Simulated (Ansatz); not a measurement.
HfC:
```
CELL_PARAMETERS angstrom
      0.00000     2.49795     2.49795
      2.49795     0.00000     2.49795
      2.49795     2.49795     0.00000
ATOMIC_POSITIONS crystal
  Hf 0.00000 0.00000 0.00000
  C  0.25000 0.25000 0.25000
```

PBEsol (plane waves, PAW; program Ansatz) gives a gap of 0.19 eV without spin–orbit coupling, maximum at W, minimum at W.

What happens when spin–orbit coupling is switched on?

The gap decreases by 0.11 eV, to 0.08 eV; maximum at X, minimum at W. The small gap may have closed and reopened with inverted band order, as semilocal functionals often give for heavy narrow-gap crystals.

Space group F-43m (zinc blende). The start of the workflow was typed in or built on a structure type; neither database checked (COD, Materials Project) lists it. It is not the phase usual at ambient conditions (space group No. 225). The PBEsol relaxation kept the symmetry of its start; whether a distortion lowers the energy is not shown. The run is not spin-polarised.

Potentials: the later of the program's two PAW sets.
